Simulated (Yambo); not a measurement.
Consider the following.

```xyz
6
Lattice="4.0233 0.0000 0.0000 0.0000 4.0233 0.0000 0.0000 0.0000 9.3431" Properties=species:S:1:pos:R:3 pbc="T T T"
H      2.0117     2.0117     0.0000
H      0.0000     0.0000     0.0000
Ca     0.0000     2.0117     1.2164
Ca     2.0117     0.0000     8.1267
I      0.0000     2.0117     6.5382
I      2.0117     0.0000     2.8049
```

Workflow: norm-conserving LDA (Quantum ESPRESSO, 74 Ry, without SOC), then G0W0 in Yambo (4×4×1 Γ-centred k mesh, 270 bands and a 8 Ry block in the screening, 270 bands in G with the Bruneval-Gonze terminator, plasmon pole fitted at 27.2 eV).

Q: Give the LDA and G0W0 gaps between the band edges found on this mesh, and say where the edges lie.

A: Edges: X → M. LDA: 3.51 eV; G0W0: 5.40 eV. The mesh misses an edge: along a dense path the LDA gap is 3.27 eV. Nearest settings tried, and what they do to the gap: 207 bands in W, 207 bands in G: -12 meV; 6 Ry block (257 vectors against 413): -73 meV; 2×2×1 mesh: -17 meV. So the settings aren't converged at that level. The k mesh is coarse. Without spin-orbit coupling, band edges of such heavy elements can be off by tenths of an eV.

Geometry of the Materials Project entry, not relaxed at this level.

The distance between layers or molecules is the database entry's, not relaxed here. Functionals without dispersion can leave it too large, which widens gaps and weakens the response across layers: the numbers belong to this cell.
